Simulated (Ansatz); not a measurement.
BaHfO₃:
```xyz
5
Lattice="4.1772 0.0000 0.0000 0.0000 4.1772 0.0000 0.0000 0.0000 4.1772" Properties=species:S:1:pos:R:3 pbc="T T T"
Ba     0.0000     0.0000     0.0000
Hf     2.0886     2.0886     2.0886
O      0.0000     2.0886     2.0886
O      2.0886     2.0886     0.0000
O      2.0886     0.0000     2.0886
```

Relaxed with r²SCAN. Special points in fractions of this cell's reciprocal vectors: Γ (0.000, 0.000, 0.000); X (0.000, 0.500, 0.000); M (0.500, 0.500, 0.000); R (0.500, 0.500, 0.500).

### Question
List the band energies nearest the valence-band maximum at these points for r²SCAN (plane waves, PAW; program Ansatz).

### Answer
In eV from the valence-band maximum; about four levels below and three above (degenerate sets whole), none deeper than 8.9 eV; points with the same levels are listed once.

```tsv
k	below	above
Γ	-0.98 -0.98 -0.98 -0.12 -0.12 -0.12	4.19 4.19 4.19
X	-1.70 -1.70 -1.60 -0.45 -0.45	4.66 6.91 6.91
M	-0.98 -0.88 -0.88 -0.05	6.84 6.84 7.31
R	-2.48 -2.48 -2.48 0.00 0.00 0.00	6.76 6.76 6.76
```

Space group Pm-3m (cubic perovskite). Symmetry was held in the r²SCAN relaxation; phonons on a q-mesh show no instability. The run is not spin-polarised. Spin–orbit coupling is left out wherever it is not named.

Potentials: the later of the program's two PAW sets.
